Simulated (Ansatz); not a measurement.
Relaxed-ion elastic tensor of GaN in space group Pm-3n (No. 223; Ga on 6c, N on 6d) in GPa (Voigt order), DFT-r²SCAN in the program Ansatz with PAW potentials; density 4.99 g/cm³, 13.93 Å³ per atom.

```tsv
	1	2	3	4	5	6
1	308	80.8	80.8	0.0	0.0	0.0
2	80.8	308	80.8	0.0	0.0	0.0
3	80.8	80.8	308	0.0	0.0	0.0
4	0.0	0.0	0.0	49.4	0.0	0.0
5	0.0	0.0	0.0	0.0	49.4	0.0
6	0.0	0.0	0.0	0.0	0.0	49.4
```

Question: Is the crystal mechanically stable?

Answer: Yes: the smallest eigenvalue of C is 49.4 GPa.

Question: Work out the Voigt, Reuss and Hill averages.

Answer: K_V = 157, K_R = 157, K_H = 157; G_V = 75.1, G_R = 63.8, G_H = 69.5 GPa.

Question: Give Young's modulus, Poisson's ratio, Pugh's ratio and the universal anisotropy index.

Answer: E = 9KG/(3K + G) = 182 GPa; ν = 0.31; K/G = 2.25 (ductile by the Pugh limit of 1.75); A_U = 5G_V/G_R + K_V/K_R − 6 = 0.88.

Question: Estimate the sound speeds and the Debye temperature.

Answer: v_l = √((K + 4G/3)/ρ) = 7070 m/s, v_t = √(G/ρ) = 3730 m/s, mean 4170 m/s; Θ = (h/k)(3n/4πV)^(1/3) v_m = 516 K.

Question: Give the Zener ratio and Young's modulus along [100], [110] and [111].

Answer: A = 2C44/(C11 − C12) = 0.43; 1/E = S11 − 2(S11 − S12 − S44/2)Γ with Γ = 0, 1/4, 1/3 gives 275, 154, 134 GPa.

Question: Solve the Christoffel equation for the three sound speeds along [100], [110], [111].

Answer: Eigenvalues of C_ijkl n_j n_l equal ρv². In km/s, slowest first: [100] 3.15, 3.15, 7.86; [110] 3.15, 4.77, 6.99; [111] 4.30, 4.30, 6.68.

The start of the workflow was typed in or built on a structure type; neither database checked (COD, Materials Project) lists it. It is not the phase usual at ambient conditions (space group No. 186, 216). The r²SCAN relaxation kept the symmetry of its start; its stability against distortions is not shown here.

Potentials: the later of the program's two PAW sets.
